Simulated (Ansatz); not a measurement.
NiGe$_{2}$:
```xyz
6
Lattice="1.7265 -5.8771 0.0000 1.7265 5.8771 0.0000 0.0000 0.0000 4.5337" Properties=species:S:1:pos:R:3 pbc="T T T"
Ge     1.7265    -5.1960     3.4003
Ge     1.7265     5.1960     1.1334
Ge     1.7265     2.8058     3.4003
Ge     1.7265    -2.8058     1.1334
Ni     1.7265    -1.2571     3.4003
Ni     1.7265     1.2571     1.1334
```

Relaxed with PBE. Special points in fractions of this cell's reciprocal vectors: Γ (0.000, 0.000, 0.000); Y (-0.500, 0.500, 0.000); C0 (-0.272, 0.728, 0.000); Σ0 (0.272, 0.272, 0.000); Z (0.000, 0.000, 0.500); A0 (0.272, 0.272, 0.500); E0 (-0.272, 0.728, 0.500); T (-0.500, 0.500, 0.500); S (0.000, 0.500, 0.000); R (0.000, 0.500, 0.500).

Problem. List the band energies nearest the Fermi level at these points for PBE in the plane-wave PAW code Ansatz.

Solution. In eV from the Fermi level; about four levels below and three above (degenerate sets whole), none deeper than 8.9 eV; points with the same levels are listed once.

```csv
k,below,above
Γ,-1.61 -1.58 -1.51 -0.74,0.44 0.65 0.65
Y,-1.05 -0.94 -0.89 -0.77,0.02 2.00 2.96
C0,-1.28 -0.97 -0.95 -0.09,0.26 0.52 0.88
Z,-1.59 -1.59 -1.18 -1.18,2.25 2.25 2.70 2.70
A0,-0.76 -0.76 -0.21 -0.21,2.18 2.18 3.56 3.56
T,-1.89 -1.89 -1.00 -1.00,0.49 0.49 1.27 1.27
S,-1.25 -1.18 -1.06 -0.16,0.41 0.47 0.61
R,-1.20 -1.20 -0.94 -0.94,0.10 0.10 1.32 1.32
```

Space group Cmcm. The cell is a constructed one: a structure type filled with these elements; neither database checked (COD, Materials Project) lists it. Its standing as an ambient phase is unchecked. The cell was relaxed with PBE under the symmetry of its start; its stability against distortions is not shown here. The workflow began spin-polarised and lost its moments. Scalar-relativistic: spin–orbit coupling is off unless named, which matters more the heavier the elements.

Potentials: the later of the program's two PAW sets.
